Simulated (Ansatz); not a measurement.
# Data sheet: Pt$_{3}$W (DFT)

Pt₃W:
```cif
data_Pt3W
_chemical_formula_sum 'Pt3 W1'
_space_group_name_H-M_alt 'Pm-3m'
_space_group_IT_number 221
_space_group_name_Hall '-P 4 2 3'
_cell_length_a 3.94143
_cell_length_b 3.94143
_cell_length_c 3.94143
_cell_angle_alpha 90.000
_cell_angle_beta 90.000
_cell_angle_gamma 90.000
loop_
_atom_site_label
_atom_site_type_symbol
_atom_site_symmetry_multiplicity
_atom_site_Wyckoff_symbol
_atom_site_fract_x
_atom_site_fract_y
_atom_site_fract_z
_atom_site_occupancy
Pt1 Pt 3 c 0.00000 0.50000 0.50000 1
W1 W 1 a 0.00000 0.00000 0.00000 1
```

Space group Pm-3m (No. 221), Cu3Au type; conventional cell a = 3.9414 Å, b = 3.9414 Å, c = 3.9414 Å, α = 90.00°, β = 90.00°, γ = 90.00°.

Method: the program Ansatz at the r²SCAN level (PAW). The cell and atoms are relaxed at this level. Other levels are named where they apply.

**Cell and energy**

* **Volume per atom**: 15.31 Å³
* **Density**: 20.86 g/cm³
* **Formation energy from the elements (no fitted shifts)**: -0.016 eV/atom

**Electronic structure**

- Electronic character = metallic (no gap)
- Density of states at the Fermi level = 1.7 states/eV per atom (mean over ±0.08 eV)
- Gap with spin–orbit coupling = none (metallic)

**Mechanics**

- Bulk modulus (Birch–Murnaghan fit) = 296 GPa
- Pressure derivative B′ = 5.0
- Elastic constants (relaxed ions, GPa) = C11 = 376, C12 = 258, C44 = 94.7
- Mechanical stability = stable (all eigenvalues of C positive)
- Hill bulk and shear moduli = 297 and 78.4 GPa
- Young's modulus = 216 GPa
- Poisson's ratio = 0.38
- Debye temperature from the elastic constants = 262 K

**Charges**

Bader charges: Pt -0.42, W +1.27 e

A made-up cell: these elements were put on the sites of a structure type; neither database checked (COD, Materials Project) lists it. Its standing as an ambient phase is unchecked. The cell was relaxed with r²SCAN under the symmetry of its start; whether a distortion lowers the energy is not shown. No spin polarisation was allowed. As this level gives no gap, shear constants depend on the k-mesh and smearing (Fermi–Dirac, 0.1 eV here). The references are the lowest solids computed at this level, not always the standard phases. Scalar-relativistic: spin–orbit coupling is off unless named, which matters more the heavier the elements.

Potentials: the earlier of the program's two PAW sets. The files were generated under PBE; for other functionals the program regenerates the frozen cores, and for LDA and PBEsol the local potential too.
